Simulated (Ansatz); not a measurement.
Input:

CaZn2Sb2:
```yaml
crystal:
  lattice:
    - [4.44050, 0.00000, 0.00000]
    - [-2.22025, 3.84558, 0.00000]
    - [0.00000, 0.00000, 7.46149]
  atoms:
    - { symbol: Zn, position: [0.33333, 0.66667, 0.63191] }
    - { symbol: Zn, position: [0.66667, 0.33333, 0.36809] }
    - { symbol: Ca, position: [0.00000, 0.00000, 0.00000] }
    - { symbol: Sb, position: [0.33333, 0.66667, 0.25871] }
    - { symbol: Sb, position: [0.66667, 0.33333, 0.74129] }
```

This is the r²SCAN-relaxed structure. x, y and z are the axes in which the lattice vectors are written.

**Question.** All from the program Ansatz at the r²SCAN level (PAW), unless another level is named. Estimate the hole effective mass, band 1 of 2 at the edge.

**Answer.** 0.33 along x, 0.43 along z (mₑ).

**Question.** What about the band gap?

**Answer.** 0.13 eV (smallest direct gap 0.13 eV).

Space group P-3m1. The workflow started from an entry of the Crystallography Open Database (COD). Whether it is the stable phase at ambient conditions was not checked. The r²SCAN relaxation kept the symmetry of its start; its stability against distortions is not shown here. Spin–orbit coupling is left out wherever it is not named.

Potentials: the later of the program's two PAW sets.
